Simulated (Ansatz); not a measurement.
**Sc7As: rattling a relaxed structure**

The cell was found from a structure generator's guess, not taken from experiment.

Theory: Ansatz 0.2.0, DFT PBE, scalar-relativistic, plane waves, PAW. Plane waves to 420 eV, a k mesh through Γ of 4×4×10 on the computed 8-atom cell and Gaussian smearing (0.10 eV); no spin polarisation.

The cell below (8 atoms, space group P4/mmm (No. 123)) is relaxed within its symmetry.

```yaml
crystal:
  lattice:
    - [7.22287, 0.00000, 0.00000]
    - [0.00000, 7.22287, 0.00000]
    - [0.00000, 0.00000, 3.54805]
  atoms:
    - { symbol: Sc, position: [0.77688, 0.77688, 0.50000] }
    - { symbol: Sc, position: [0.22312, 0.22312, 0.50000] }
    - { symbol: Sc, position: [0.22312, 0.77688, 0.50000] }
    - { symbol: Sc, position: [0.77688, 0.22312, 0.50000] }
    - { symbol: Sc, position: [0.50000, 0.00000, 0.00000] }
    - { symbol: Sc, position: [0.00000, 0.50000, 0.00000] }
    - { symbol: Sc, position: [0.50000, 0.50000, 0.00000] }
    - { symbol: As, position: [0.00000, 0.00000, 0.00000] }
```

For the test it was strained at random (σ = 1.5 % a component), the atoms were moved at random (σ = 0.15 Å), and all was relaxed again on a coarse 6×4×4 mesh (in the run’s order of axes) with 0.20 eV smearing, with no symmetry imposed.

**Question.** Is the structure stable against such a distortion?

**Answer.** It doesn't return. The energy falls by 14 meV/atom on that mesh, the volume changes by -0.5 %, and the end has space group Amm2 (No. 38) at a loose tolerance. Relaxed again on a 10×4×4 mesh with 0.10 eV smearing, the new structure lies 16 meV/atom below the first (mesh in the axes of the run's cell; the cell below is made exact in the group named). Space group Amm2 (No. 38), orthorhombic, a = 3.508 Å, b = 9.721 Å, c = 10.828 Å. Around Sc on a site of symmetry mm2 lie 2 As at 2.93 Å, 4 Sc at 3.04 Å, 2 Sc at 3.23 Å, 4 Sc at 3.51–3.53 Å and 2 Sc at 3.86 Å; around Sc on a second site of symmetry mm2 lie 8 Sc at 3.02–3.20 Å, 2 Sc at 3.51 Å and 2 As at 3.56 Å; Sc on a site of symmetry m has 2 As at 2.86 Å, 3 Sc at 3.02–3.11 Å, 7 Sc at 3.33–3.53 Å and 1 Sc at 3.86 Å; As has 8 Sc at 2.86–2.93 Å, 2 As at 3.51 Å and 2 Sc at 3.56 Å; 2 more sites not described.

```xyz
8
Lattice="3.5081 0.0000 0.0000 0.0000 4.8607 5.4142 0.0000 -4.8607 5.4142" Properties=species:S:1:pos:R:3 pbc="T T T"
Sc    1.7540    0.0000    7.8532
Sc    1.7540    0.0000    2.4665
Sc    1.7540   -2.7812    5.6861
Sc    1.7540    2.7812    5.6861
Sc    0.0000    2.4752    3.1393
Sc    0.0000   -2.4752    3.1393
Sc    0.0000    0.0000    5.1414
As    0.0000    0.0000   10.2021
```
